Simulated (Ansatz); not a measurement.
Pt (fcc, Cu type)

```yaml
crystal:
  lattice:
    - [0.00000, 1.95907, 1.95907]
    - [1.95907, 0.00000, 1.95907]
    - [1.95907, 1.95907, 0.00000]
  atoms:
    - { symbol: Pt, position: [0.00000, 0.00000, 0.00000] }
```

The slice is a {100} plane (indices of the conventional cell) through the point (0.000, 0.000, 0.000) (fractional), spanned by u = [100] and v = [0 1 -1] in vectors of this cell: u (2.77 Å) and v (2.77 Å, at 90° to u). It covers one period; positions are fractions (u, v).

These are PBEsol (plane waves to 420 eV, PAW, scalar-relativistic; Ansatz, an electronic-structure program) values and carry that method's errors. k mesh 20×20×20. Inside the PAW spheres the values are not all-electron values, and peaks at nuclei hang on which shells count as valence. Pt is run without spin polarisation. Pt was relaxed with its symmetry unable to fall. Spin-orbit coupling is left out, though Pt is heavy. The PAW data are Ansatz's earlier set.

Problem. What is the valence density on the shortest Pt–Pt line in this plane (2.77 Å), at its midpoint?

Solution. 0.38 e/Å³.

Problem. What is the ELF at the midpoint of the shortest Pt–Pt line in this plane (2.77 Å)?

Solution. 0.29.

Problem. Sketch the valence electron density on this plane as a map.

Solution. 
```
|@@@@%#+=-:::-=+#%@@@|
|@@@%%*+-:::::-+*%%@@|
|@@%%#*=-::.::-=*#%%@|
|%%%#*+-::...::-+*#%%|
|##**+=-:.....:-=+**#|
|+++=--:..   ..:--=++|
|==--::..     ..::--=|
|--:::..       ..:::-|
|::::..         ..:::|
|:::...         ...::|
|::::..         ..:::|
|--:::..       ..:::-|
|==--::..     ..::--=|
|+++=--:..   ..:--=++|
|##**+=-:.....:-=+**#|
|%%%#*+-::...::-+*#%%|
|@@%%#*=-::.::-=*#%%@|
|@@@%%*+-:::::-+*%%@@|
|@@@@%#+=-:::-=+#%@@@|
|@@@@%#+=-:::-=+#%@@@|
```
Scale: ten equal steps from -0.85 (start of ' ') to 1.07 (end of '@'), in the order ' .:-=+*#%@'. Values: log₁₀ of the valence density in e/Å³. The map has 20 points along u (one character each, u = 0 at the left) and 20 along v (v = 0 in the bottom row). The scale is logarithmic, as a density can span decades between atoms and voids.
